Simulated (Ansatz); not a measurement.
Fe$_{3}$Ge in space group Fm-3m (No. 225; Fe on 4b, Fe on 8c, Ge on 4a) at seven volumes, DFT-r²SCAN in the program Ansatz with PAW potentials, scaled uniformly. One row is withheld.

| V (Å³/atom) | P (GPa) |
|---|---|
| 10.810 | 18.98 |
| 11.166 | 12.13 |
| 11.523 | 5.60 |
| 11.879 | 0.00 |
| 12.235 | -4.09 |
| 12.592 | ? |
| 12.948 | -11.35 |

Question: Fit the shown pressures and predict the withheld one.

Answer: P = (3/2)B₀(x^(7/2) − x^(5/2))[1 + (3/4)(B′ − 4)(x − 1)] with x = (V₀/V)^(2/3). Least squares on the six rows gives V₀ = 11.901 Å³/atom, B₀ = 162 GPa, B′ = 4.29. At V = 12.592, x = 0.9631 and P = -8.10 GPa. The run itself gave -7.98 GPa.

The first step of the workflow began from a Materials Project structure, measured or hypothetical; the Crystallography Open Database copy checked does not list it. COD files the formula under space group No. 194, so this cell is another polymorph or a model. Whether it is the stable phase at ambient conditions was not checked. The cell was relaxed with r²SCAN under the symmetry of its start; whether a distortion lowers the energy is not shown. The final state is ferromagnetic, the only order run, not a proven ground state. Other orbital occupations within this spin state were not tried.

Potentials: the later of the program's two PAW sets.
